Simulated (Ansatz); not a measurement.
**Property card for BaSi₂**

BaSi$_{2}$:
```cif
data_Ba4Si8
_chemical_formula_sum 'Ba4 Si8'
_space_group_name_H-M_alt 'P 1'
_space_group_IT_number 1
_cell_length_a 6.66045
_cell_length_b 6.66045
_cell_length_c 6.66045
_cell_angle_alpha 90.000
_cell_angle_beta 90.000
_cell_angle_gamma 90.000
loop_
_space_group_symop_operation_xyz
  'x, y, z'
loop_
_atom_site_label
_atom_site_type_symbol
_atom_site_fract_x
_atom_site_fract_y
_atom_site_fract_z
_atom_site_occupancy
Ba1 Ba 0.62500 0.37500 0.87500 1
Ba2 Ba 0.37500 0.87500 0.62500 1
Ba3 Ba 0.87500 0.62500 0.37500 1
Ba4 Ba 0.12500 0.12500 0.12500 1
Si1 Si 0.83137 0.83137 0.83137 1
Si2 Si 0.91863 0.08137 0.58137 1
Si3 Si 0.66863 0.16863 0.33137 1
Si4 Si 0.58137 0.91863 0.08137 1
Si5 Si 0.33137 0.66863 0.16863 1
Si6 Si 0.41863 0.41863 0.41863 1
Si7 Si 0.16863 0.33137 0.66863 1
Si8 Si 0.08137 0.58137 0.91863 1
```

Space group P4_332 (No. 212); conventional cell a = b = c = 6.6604 Å, α = β = γ = 90.00°.

Method: the program Ansatz at the PBEsol level (PAW). Geometry: relaxed at this level of theory. Other levels are named where they apply.

Cell and energy:

```yaml
volume_per_atom: 24.62 Å³
density: 4.35 g/cm³
Formation energy from the elements (no fitted shifts): -42 kJ/mol of atoms
```

Electronic structure:

```yaml
electronic_character: metallic (no gap)
Density of states at the Fermi level: 0.04 states/eV per atom (mean over ±0.08 eV)
Gap with spin–orbit coupling: none (metallic)
```

Mechanics:

```yaml
Bulk modulus (Birch–Murnaghan fit): 58.0 GPa
Pressure derivative B′: 4.3
Elastic constants (relaxed ions, GPa): C11 = 88.7, C12 = 43.0, C44 = 45.4
mechanical_stability: stable (all eigenvalues of C positive)
hill_bulk_and_shear_moduli: 58.2 and 34.5 GPa
Young's modulus: 86.4 GPa
Poisson's ratio: 0.25
debye_temperature_from_the_elastic_constants: 320 K
```

Charges:

```yaml
bader_charges: Ba +1.13, Si -0.56 e
```

The workflow started from a Materials Project entry (that database holds measured and hypothetical structures alike); the Crystallography Open Database copy checked does not list it. COD files the formula under space group No. 62, 191, so this cell is another polymorph or a model. Whether it is the stable phase at ambient conditions was not checked. The cell was relaxed with PBEsol under the symmetry of its start; whether a distortion lowers the energy is not shown. As this level gives no gap, shear constants depend on the k-mesh and smearing (Fermi–Dirac, 0.1 eV here). The references are the lowest solids computed at this level, not always the standard phases. Spin–orbit coupling is left out wherever it is not named.

Potentials: the later of the program's two PAW sets.
